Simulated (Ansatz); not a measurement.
A geometry of Pb away from equilibrium: the start of the relaxation of a generated cell, Pb built in the A7 structure type. These are PBEsol (plane waves to 420 eV, PAW, scalar-relativistic; Ansatz, a first-principles code) values and carry that method's errors. Γ-centred k-mesh 9×9×9 on the run's cell (coarser than for final values), Fermi–Dirac smearing 0.05 eV.

```xyz
2
Lattice="2.2424 1.2946 4.1582 -2.2424 1.2946 4.1582 0.0000 -2.5893 4.1582" Properties=species:S:1:pos:R:3 pbc="T T T"
Pb     0.0000     0.0000     2.8385
Pb     0.0000     0.0000     9.6362
```

Question: What forces act on the atoms (eV/Å)?

Answer: 
| atom | Fx | Fy | Fz |
|---|---|---|---|
| Pb1 | 0.00 | 0.00 | 0.96 |
| Pb2 | 0.00 | 0.00 | -0.96 |

Question: What is the pressure?

Answer: -0.9 GPa, compression positive.

Question: How far above the relaxed end point is this geometry?

Answer: 0.40 eV/atom; the path ends in Fm-3m (No. 225) (fcc (Cu type)).

No spin polarisation in the result.

The run could not lose the symmetry of its start.
